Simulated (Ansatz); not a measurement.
Hf4Co4Si7:
```xyz
30
Lattice="-6.3883 6.3883 2.5007 6.3883 -6.3883 2.5007 6.3883 6.3883 -2.5007" Properties=species:S:1:pos:R:3 pbc="T T T"
Hf     1.7574     1.7574     0.0000
Hf     4.6309     4.6309     2.5007
Hf     4.6309    -4.6309     2.5007
Hf    -4.6309     4.6309     2.5007
Hf     6.3883     3.8745     0.0000
Hf     0.0000     2.5138     2.5007
Hf     2.5138     0.0000     2.5007
Hf     3.8745     6.3883     0.0000
Co     4.4984    -1.8899     1.2504
Co     1.8899     8.2782     1.2504
Co     1.8899     4.4984     1.2504
Co     4.4984     1.8899     1.2504
Co     8.2782     1.8899     1.2504
Co    -1.8899     4.4984     1.2504
Co    -1.8899     8.2782     1.2504
Co     8.2782    -1.8899     1.2504
Si     3.6973     3.6973     0.0000
Si     2.6910     2.6910     2.5007
Si     2.6910    -2.6910     2.5007
Si    -2.6910     2.6910     2.5007
Si     6.3883     1.1765     0.0000
Si     0.0000     5.2118     2.5007
Si     5.2118     0.0000     2.5007
Si     1.1765     6.3883     0.0000
Si     0.0000     0.0000     1.2556
Si     0.0000     0.0000     3.7459
Si     0.0000     3.8685     0.0000
Si     0.0000     8.9081     0.0000
Si     8.9081     0.0000     0.0000
Si     3.8685     0.0000     0.0000
```

Relaxed with r²SCAN. Special points in fractions of this cell's reciprocal vectors: Γ (0.000, 0.000, 0.000); X (0.000, 0.000, 0.500); M (-0.500, 0.500, 0.500); Z (0.288, 0.288, -0.288); Z0 (-0.288, 0.712, 0.288); P (0.250, 0.250, 0.250); N (0.000, 0.500, 0.000).

Task: List the band energies nearest the Fermi level at these points for r²SCAN in the plane-wave PAW code Ansatz.

Result: In eV from the Fermi level; about four levels below and three above (degenerate sets whole), none deeper than 8.9 eV; points with the same levels are listed once.

```csv
k,below,above
Γ,-0.55 -0.55 -0.48 -0.48,0.38 0.38 0.38
X,-0.81 -0.64 -0.63 -0.42,0.11 0.24 0.54
M,-1.00 -1.00 -0.92 -0.64 -0.10,0.51 0.51 0.62
Z,-0.12 -0.12 -0.05 -0.01 -0.01,0.02 0.39 0.76
P,-0.58 -0.42 -0.42 -0.28,0.02 0.15 0.15
N,-0.43 -0.29 -0.19 -0.08,0.10 0.29 0.37
```

Space group I4/mmm. The workflow started from a Materials Project entry (that database holds measured and hypothetical structures alike); the Crystallography Open Database copy checked does not list it. Its standing as an ambient phase is unchecked. The r²SCAN relaxation kept the symmetry of its start; its stability against distortions is not shown here. The run is not spin-polarised. Scalar-relativistic: spin–orbit coupling is off unless named, which matters more the heavier the elements.

Potentials: the later of the program's two PAW sets.
